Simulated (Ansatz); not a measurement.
TiO₂ (anatase)

```xyz
12
Lattice="-3.7988 3.7988 9.7008 0.0000 0.0000 9.7008 0.0000 3.7988 0.0000" Properties=species:S:1:pos:R:3 pbc="T T T"
Ti     0.0000     0.0000     4.8504
Ti    -1.8994     5.6982     9.7008
Ti    -1.8994     3.7988    12.1260
Ti     0.0000     1.8994     7.2756
O     -3.7988     3.7988    12.5485
O     -1.8994     5.6982     7.6980
O     -1.8994     3.7988    10.1233
O      0.0000     1.8994     5.2728
O     -1.8994     3.7988    14.1288
O      0.0000     1.8994     9.2784
O      0.0000     3.7988     6.8532
O     -1.8994     5.6982    11.7036
```

The atoms are displaced by Q × the pattern below (from a DFPT mode at M = (0.5, 0.5, 0.5), largest move 1; Q in Å), at fixed cell. It is one choice among 2 degenerate patterns. (q is in reciprocal vectors of the primitive cell; the cell shown is doubled to hold the pattern.)

```
atom      x      y       z
----  -----  -----  ------
Ti1   0.000  0.000  -0.066
Ti2   0.000  0.000   0.066
Ti3   0.000  0.000  -0.598
Ti4   0.000  0.000   0.598
O5    0.000  0.000   1.000
O6    0.000  0.000  -1.000
O7    0.000  0.000   0.456
O8    0.000  0.000  -0.456
O9    0.000  0.000   0.663
O10   0.000  0.000  -0.663
O11   0.000  0.000  -0.876
O12   0.000  0.000   0.876
```

Computed with PBE (plane waves to 420 eV, PAW, scalar-relativistic; Ansatz, a first-principles code). k mesh 12×12×12 (Γ-centred), Fermi-Dirac smearing 0.05 eV. Left out: 2 of 13 points, with atoms too close for the PAW data. As the smearing reaches across the gap at some points, energies and forces of such displacements shift with the k mesh and the smearing. TiO2 is run without spin polarisation. TiO2 was relaxed with its symmetry unable to fall.

At one point of the scan the forces (eV/Å) are:

```
atom     Fx     Fy      Fz
----  -----  -----  ------
Ti1   0.000  0.000  -0.471
Ti2   0.000  0.000   0.878
Ti3   0.000  0.000  -5.659
Ti4   0.000  0.000   5.236
O5    0.000  0.000   2.243
O6    0.000  0.000  -3.962
O7    0.000  0.000   0.747
O8    0.000  0.000  -2.040
O9    0.000  0.000   3.022
O10   0.000  0.000  -1.222
O11   0.000  0.000  -2.048
O12   0.000  0.000   3.277
```

Which point is it?
A) Q = -0.233 Å
B) Q = -0.047 Å
C) Q = -0.093 Å
D) Q = -0.140 Å

D, Q = -0.140 Å

(For displaced atoms, the force is minus the slope of the energy, and its curvature is a force constant, which sets phonon frequencies.)
